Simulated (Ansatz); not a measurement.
LiH (rock salt), conventional cell a = b = c = 4.0054 Å, α = β = γ = 90.00°. The calculation uses the primitive cell of 2 atoms, to which meshes and values per cell refer.

Equation-of-state scan: isotropic scaling of the cell above, V₀ being its volume. Symmetry pins the atoms to their sites.

Computed with r2SCAN (plane waves to 500 eV, PAW, scalar-relativistic; Ansatz, an electronic-structure program). k mesh 14×14×14 (Γ-centred), Fermi-Dirac smearing 0.05 eV. Energies are smeared free energies. Stress and pressure are positive under compression. LiH was relaxed with its symmetry unable to fall. ΔE is measured from the relaxed starting cell.

The scan covers V/V₀ from 0.940 to 1.060 in 11 points.

Q: What is the fitted pressure derivative B₀′?

A: 3.3.

Q: What bulk modulus B₀ follows from a third-order Birch-Murnaghan fit?

A: 36.2 GPa.

(Under strain, the slope of the energy per volume gives the stress and its curvature an elastic modulus.)
